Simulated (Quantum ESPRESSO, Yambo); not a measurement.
**G0W0 results for K2CO3**

```
CELL_PARAMETERS angstrom
      2.79793    -5.01459     0.00000
      2.79793     5.01459     0.00000
     -1.28184     0.00000     6.58234
ATOMIC_POSITIONS crystal
  C  0.33238 0.66762 0.75000
  C  0.66762 0.33238 0.25000
  O  0.77577 0.56901 0.18695
  O  0.22423 0.43099 0.81305
  O  0.43099 0.22423 0.31305
  O  0.56901 0.77577 0.68695
  O  0.79686 0.20314 0.25000
  O  0.20314 0.79686 0.75000
  K  0.33451 0.66549 0.25000
  K  0.66549 0.33451 0.75000
  K  0.00000 0.00000 0.00000
  K  0.00000 0.00000 0.50000
```

The geometry is that of Materials Project entry mp-554072, symmetrised and not relaxed again.

Starting point: PBEsol (Quantum ESPRESSO, PseudoDojo norm-conserving, 84 Ry, without SOC). G0W0 in Yambo: 2×2×2 Γ-centred k mesh, 274 bands and a 7 Ry block in the screening, 274 bands in G with the Bruneval-Gonze terminator, plasmon pole fitted at 27.2 eV.

| Property | Value |
|---|---|
| PBEsol gap along the band path | 4.01 eV |
| PBEsol gap between the mesh's edge points (Γ → Γ) | 4.01 eV |
| G0W0 gap between the same points | 6.68 eV |

```
k point             band  E PBEsol (eV)  E QP (eV)  shift (eV)     Z
------------------  ----  -------------  ---------  ----------  ----
Γ                     VB           0.00      -1.67       -1.67  0.81
Γ                     CB           4.01       5.01        1.00  0.89
(0, -0.5, 0)          VB          -0.18      -1.89       -1.70  0.82
(0, -0.5, 0)          CB           5.09       7.17        2.07  0.85
(0, -0.5, -0.5)       VB          -0.18      -1.87       -1.69  0.82
(0, -0.5, -0.5)       CB           5.09       7.16        2.07  0.85
(-0.5, -0.5, 0)       VB          -0.11      -1.80       -1.69  0.82
(-0.5, -0.5, 0)       CB           5.22       7.37        2.15  0.84
(-0.5, -0.5, -0.5)    VB          -0.22      -1.93       -1.71  0.82
(-0.5, -0.5, -0.5)    CB           5.41       7.58        2.17  0.84
(0.5, 0, 0)           VB          -0.18      -1.89       -1.70  0.82
(0.5, 0, 0)           CB           5.09       7.17        2.07  0.85
(0.5, 0, 0.5)         VB          -0.18      -1.87       -1.69  0.82
(0.5, 0, 0.5)         CB           5.09       7.16        2.07  0.85
```

Energies count from the PBEsol valence-band maximum.

Nearest settings tried, and what they do to the gap: 180 bands in W, 180 bands in G: +27 meV; 6 Ry block (309 vectors against 399): -33 meV; 2×2×1 mesh: -45 meV. So the settings aren't converged at that level. The k mesh is coarse.
